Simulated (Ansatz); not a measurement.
## Two states of Ba2TiTeO6

```xyz
10
Lattice="0.0000 5.5987 0.0000 5.5987 0.0000 0.0000 2.7993 2.7993 -4.3278" Properties=species:S:1:pos:R:3 pbc="T T T"
Ti    0.0000    0.0000    0.0000
O     1.4725    1.3661    0.0000
O     4.2326    1.4725    0.0000
O     4.1262    4.2326    0.0000
O     1.3661    4.1262    0.0000
Te    2.7993    2.7993    0.0000
O     2.7993    2.7993   -1.8956
O     5.5987    5.5987   -2.4322
Ba    2.7993    5.5987   -2.1639
Ba    5.5987    2.7993   -2.1639
```

The numbers come from plane-wave PAW DFT (Ansatz): PBE, 420 eV, 4×4×4 Γ-centred k points, gaussian occupations (width 0.0135 eV). Nothing was relaxed.

State A: no moments (no spin polarisation). State B: Ti1 up (collinear spin).

Q: Compare the two self-consistent states.

A: State B is lower by 9.6 meV an atom at zero smearing. So small a gap isn't resolved on this mesh where a state is a metal.

```csv
state,free energy (meV/atom),largest moment in a small sphere (μB),net moment (μB/cell),gap on mesh (eV),pressure (GPa),largest force (eV/Å)
A,9.5,0.00,0.00,metal,17.0,4.15
B,0.0,0.53,0.81,metal,16.3,3.98
```

Origin: a known structure type with other elements, at an estimated volume, so it need not be a known compound. Caveats: the state breaks the symmetry of the cell; the k mesh is coarse if the cell is a metal; atoms or cell far from equilibrium; correlation that this level lacks may open a gap in such a compound.
